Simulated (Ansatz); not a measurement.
Guessed and relaxed cells of SiC3

A trial structure of SiC3 was built thus: random cell by space group and Wyckoff sites (P-6m2, No. 187). Its size is a rough estimate.

start.xyz

```xyz
4
Lattice="3.2406 0.0000 0.0000 -1.6203 2.8064 0.0000 0.0000 0.0000 4.9511" Properties=species:S:1:pos:R:3 pbc="T T T"
Si    0.0000    0.0000    0.0000
C     0.0000    0.0000    3.5644
C     0.0000    0.0000    1.3867
C     1.6203    0.9355    2.4755
```

These are results of Ansatz, DFT PBE, scalar-relativistic, plane waves, PAW, not measurements. Cutoff 420 eV, Gaussian smearing, Γ-centred meshes. Cell and atoms relax first on a coarse mesh and then on a finer one. In between, the cell is made exact in the group found at 0.06 Å. In metals the finer mesh still leaves noise of several meV/atom or more. The steps can't lower the symmetry of their start. No spin polarisation in the relaxation; trial moments died out in a coarse test.

end.xyz

```xyz
4
Lattice="2.5190 0.0000 0.0000 -1.2595 2.1815 0.0000 0.0000 0.0000 5.8597" Properties=species:S:1:pos:R:3 pbc="T T T"
Si    0.0000    0.0000    0.0000
C     0.0000    0.0000    3.8303
C     0.0000    0.0000    2.0294
C     1.2595    0.7272    2.9299
```

The symmetry stays P-6m2 (No. 187). The volume per atom shrinks by 28.5 %, from 11.3 to 8.1 Å³. The shortest distance goes from 1.39 Å (Si–C) to 1.71 Å (C–C). The ratio c/a of the conventional cell changes by a factor of 1.52. The energy falls by about 2.9 eV/atom (the start's value is from the coarse mesh).

```
Volume per atom                            : 8.05 Å³
Density                                    : 3.31 g/cm³
Formation energy                           : +1.93 eV/atom
Gap on the 24×24×8 mesh of the 4-atom cell : 0 eV (a metal)
```

The zero of energy is the elements' standard structures at the same level; no fitted shifts are applied. A positive value: parting into the elements would lower its energy.

The last run used Gaussian smearing of 0.10 eV. The reference form of C is held partly by dispersion forces, which this level lacks. Symmetry constrained the relaxation, so the result can be a saddle point. In all, the 3 runs took 2.3 min on 1 thread of Arm Neoverse V2, on a shared host.
